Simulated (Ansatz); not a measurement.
## Computed properties of NbCd3

NbCd$_{3}$:
```cif
data_Cd3Nb
_chemical_formula_sum 'Cd3 Nb1'
_space_group_name_H-M_alt 'P 1'
_space_group_IT_number 1
_cell_length_a 4.30720
_cell_length_b 4.30720
_cell_length_c 4.30720
_cell_angle_alpha 90.000
_cell_angle_beta 90.000
_cell_angle_gamma 90.000
loop_
_space_group_symop_operation_xyz
  'x, y, z'
loop_
_atom_site_label
_atom_site_type_symbol
_atom_site_fract_x
_atom_site_fract_y
_atom_site_fract_z
_atom_site_occupancy
Cd1 Cd 0.00000 0.50000 0.50000 1
Cd2 Cd 0.50000 0.00000 0.50000 1
Cd3 Cd 0.50000 0.50000 0.00000 1
Nb1 Nb 0.00000 0.00000 0.00000 1
```

Space group Pm-3m (No. 221), Cu3Au type; conventional cell a = b = c = 4.3072 Å, α = β = γ = 90.00°.

Method: DFT-PBE in the program Ansatz with PAW potentials. Structure relaxed to zero pressure with the same functional. Other levels are named where they apply.

**Cell and energy**

| Property | Value |
|---|---|
| Volume per atom | 19.98 Å³ |
| Density | 8.94 g/cm³ |
| Formation energy from the elements (no fitted shifts) | 0.13 eV/atom |

**Electronic structure**

| Item | Result |
|---|---|
| Electronic character | metallic (no gap) |
| Density of states at the Fermi level | 0.44 states/eV per atom (mean over ±0.08 eV) |

**Mechanics**

| Quantity | Result |
|---|---|
| Bulk modulus (Birch–Murnaghan fit) | 94.1 GPa |
| Pressure derivative B′ | 5.0 |

The workflow started from an entry of the Crystallography Open Database (COD). Its standing as an ambient phase is unchecked. Symmetry was held in the PBE relaxation; whether a distortion lowers the energy is not shown. The run is not spin-polarised. The references are the lowest solids computed at this level, not always the standard phases. Scalar-relativistic: spin–orbit coupling is off unless named, which matters more the heavier the elements.

Potentials: the later of the program's two PAW sets.
